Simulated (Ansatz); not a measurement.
MgPd:
```
MgPd
1.0
    3.10447     0.00000     0.00000
    0.00000     3.10447     0.00000
    0.00000     0.00000     3.10447
Mg Pd
1 1
Cartesian
  0.00000   0.00000   0.00000
  1.55224   1.55224   1.55224
```

This is the LDA-relaxed structure.

**Question.** All from LDA (plane waves, PAW; program Ansatz), unless another level is named. Estimate the highest zone-centre frequency.

**Answer.** 31.6 meV.

**Question.** Predict the bulk modulus (Birch–Murnaghan fit).

**Answer.** 115 GPa.

Space group Pm-3m (CsCl type). The workflow started from a Materials Project entry (that database holds measured and hypothetical structures alike); the Crystallography Open Database files this formula in space group No. 221, but the cells were not matched. Its standing as an ambient phase is unchecked. The LDA relaxation kept the symmetry of its start. At this level the phase is mechanically unstable. The run is not spin-polarised.

Potentials: the later of the program's two PAW sets.
